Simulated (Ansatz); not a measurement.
Relaxed-ion elastic tensor of BiB in space group P-6m2 (No. 187; B on 1a, Bi on 1f) in GPa (Voigt order), PBEsol in the plane-wave PAW code Ansatz; density 9.87 g/cm³, 18.49 Å³ per atom.

```
      1     2     3     4     5     6
-  ----  ----  ----  ----  ----  ----
1   129  44.9  48.9   0.0   0.0   0.0
2  44.9   129  48.9   0.0   0.0   0.0
3  48.9  48.9   201   0.0   0.0   0.0
4   0.0   0.0   0.0  19.0   0.0   0.0
5   0.0   0.0   0.0   0.0  19.0   0.0
6   0.0   0.0   0.0   0.0   0.0  42.3
```

**Question.** Is the crystal mechanically stable?

**Answer.** Yes: the smallest eigenvalue of C is 19.0 GPa.

**Question.** Work out the Voigt, Reuss and Hill averages.

**Answer.** K_V = 82.8, K_R = 79.5, K_H = 81.1; G_V = 37.2, G_R = 29.6, G_H = 33.4 GPa.

**Question.** Give Young's modulus, Poisson's ratio, Pugh's ratio and the universal anisotropy index.

**Answer.** E = 9KG/(3K + G) = 88.1 GPa; ν = 0.32; K/G = 2.43 (ductile by the Pugh limit of 1.75); A_U = 5G_V/G_R + K_V/K_R − 6 = 1.32.

**Question.** Estimate the sound speeds and the Debye temperature.

**Answer.** v_l = √((K + 4G/3)/ρ) = 3570 m/s, v_t = √(G/ρ) = 1840 m/s, mean 2060 m/s; Θ = (h/k)(3n/4πV)^(1/3) v_m = 232 K.

**Question.** How much does each axis shrink under pressure?

**Answer.** Linear compressibilities β_i = Σ_j S_ij (j = 1 to 3): x 5.0, y 5.0, z 2.5 per TPa.

The cell is a constructed one: a structure type filled with these elements; neither database checked (COD, Materials Project) lists it. Its standing as an ambient phase is unchecked. The PBEsol relaxation kept the symmetry of its start; of distortions, only those at the zone centre were tested. As this level gives no gap, shear constants depend on the k-mesh and smearing (Fermi–Dirac, 0.1 eV here). On the denser mesh and wider smearing of the elastic run this cell carries a stress of 0.5 GPa. Scalar-relativistic: spin–orbit coupling is off unless named, which matters more the heavier the elements.

Potentials: the later of the program's two PAW sets.
